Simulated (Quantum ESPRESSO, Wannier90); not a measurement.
Wannierisation of BaSnO₃ (cubic perovskite)

```
begin unit_cell_cart
ang
    4.1434700000    0.0000000000    0.0000000000
    0.0000000000    4.1434700000    0.0000000000
    0.0000000000    0.0000000000    4.1434700000
end unit_cell_cart
begin atoms_frac
Ba   0.5000000000  0.5000000000  0.5000000000
Sn   0.0000000000  0.0000000000  0.0000000000
O    0.0000000000  0.5000000000  0.0000000000
O    0.5000000000  0.0000000000  0.0000000000
O    0.0000000000  0.0000000000  0.5000000000
end atoms_frac
```

Cell from Materials Project (mp-3163), symmetrised, no further relaxation. COD (Crystallography Open Database) records the formula in this space group. Ideal cubic forms of this type are often high-temperature phases that distort on cooling; symmetry holds the cell here, and its stability was not tested. Level: PBEsol, spinors with spin-orbit coupling; pw.x of Quantum ESPRESSO at 68 Ry with PseudoDojo potentials, 4×4×4 k-points, Wannier90. Density: 8×8×8 mesh, Gaussian smearing 0.01 Ry.

A tight-binding model is made by disentanglement and projection with no localisation steps (num_iter = 0), so the 44 orbitals stay atom-like: hydrogen-like Ba: s;d; Sn: s;p; O: s;p, axes along x, y, z; frozen window up to 2.16 eV relative to the valence-band maximum. It follows pw.x to 2.1 meV rms for states up to 1.7 eV relative to the valence-band maximum. Matrix elements depend on this choice of orbitals and windows. Bands 19–20 (Ba 5p 94 %), 21–24 (Ba 5p 93 %) lie between the kept ones and are excluded.

The 30 largest hoppings ⟨m,0|H|n,R⟩ between different sites (one of each Hermitian pair; signs follow the real orbitals' lobes; the list may end inside a set of equal values):

```csv
m,n,R,distance of the centres (Å),t (eV),Im t (eV)
O3 py↑,Sn2 py↑,0 0 0,2.07,2.814,0.000
O3 py↓,Sn2 py↓,0 0 0,2.07,2.814,0.000
O4 px↑,Sn2 px↑,0 0 0,2.07,2.814,0.000
O4 px↓,Sn2 px↓,0 0 0,2.07,2.814,0.000
O5 pz↑,Sn2 pz↑,0 0 0,2.07,2.814,0.000
O5 pz↓,Sn2 pz↓,0 0 0,2.07,2.814,0.000
O5 pz↑,Sn2 pz↑,0 0 1,2.07,2.814,0.000
O5 pz↓,Sn2 pz↓,0 0 1,2.07,2.814,0.000
O3 py↑,Sn2 py↑,0 1 0,2.07,2.814,0.000
O3 py↓,Sn2 py↓,0 1 0,2.07,2.814,0.000
O4 px↑,Sn2 px↑,1 0 0,2.07,2.814,0.000
O4 px↓,Sn2 px↓,1 0 0,2.07,2.814,0.000
O3 s↓,Sn2 py↓,0 0 0,2.07,-2.396,0.000
O4 s↑,Sn2 px↑,0 0 0,2.07,-2.396,0.000
O4 s↓,Sn2 px↓,0 0 0,2.07,-2.396,0.000
O5 s↑,Sn2 pz↑,0 0 0,2.07,-2.396,0.000
O5 s↓,Sn2 pz↓,0 0 0,2.07,-2.396,0.000
O5 s↑,Sn2 pz↑,0 0 1,2.07,2.396,0.000
O5 s↓,Sn2 pz↓,0 0 1,2.07,2.396,0.000
O3 s↓,Sn2 py↓,0 1 0,2.07,2.396,0.000
O4 s↑,Sn2 px↑,1 0 0,2.07,2.396,0.000
O4 s↓,Sn2 px↓,1 0 0,2.07,2.396,0.000
O3 s↑,Sn2 py↑,0 0 0,2.07,-2.396,0.000
O3 s↑,Sn2 py↑,0 1 0,2.07,2.396,0.000
O3 py↑,Sn2 s↑,0 0 0,2.07,2.286,0.000
O3 py↓,Sn2 s↓,0 0 0,2.07,2.286,0.000
O4 px↑,Sn2 s↑,0 0 0,2.07,2.286,0.000
O4 px↓,Sn2 s↓,0 0 0,2.07,2.286,0.000
O5 pz↑,Sn2 s↑,0 0 0,2.07,2.286,0.000
O5 pz↓,Sn2 s↓,0 0 0,2.07,2.286,0.000
```
